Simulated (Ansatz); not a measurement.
A geometry of ScPt away from equilibrium: step 17 of the relaxation of a randomly generated symmetric cell of ScPt (space group No. 24). Method: PBEsol (plane waves to 420 eV, PAW, scalar-relativistic; Ansatz, an electronic-structure program). Γ-centred k-mesh 9×9×9 on the run's cell (coarser than for final values), Fermi–Dirac smearing 0.05 eV.

```
ScPt
1.0
   -2.70308     2.63302     4.85936
    2.70308    -2.63302     4.85936
    2.70308     2.63302    -4.85936
Pt Sc
4 4
Cartesian
  3.56552   2.63302  -2.42968
 -0.86245   2.63302   2.42968
  0.00000   1.31651   0.07664
  2.70308   1.31651  -0.07664
 -1.35154   1.70388   4.85936
  1.35154   0.92913   4.85936
  3.58662   0.00000   2.42968
 -0.88355   0.00000   7.28905
```

Question: Which atoms carry the largest force, and which way does it point?

Answer: 0.01 eV/Å, on Sc7, Sc8 (atoms numbered as listed); on Sc7 its components are (0.01, 0.00, 0.00).

Question: What is the pressure?

Answer: +4.0 GPa, compression positive.

Question: How far above the relaxed end point is this geometry?

Answer: 0.02 eV/atom; the path ends in I2₁2₁2₁ (No. 24).

No spin polarisation in the result.

The run could not lose the symmetry of its start: the end is stationary, and may be a saddle point rather than a minimum.

The end of the path is a generated cell of ScPt: the first start was made by a random draw of sites in a space group, and the end was not matched to a known phase here, so it may be hypothetical.
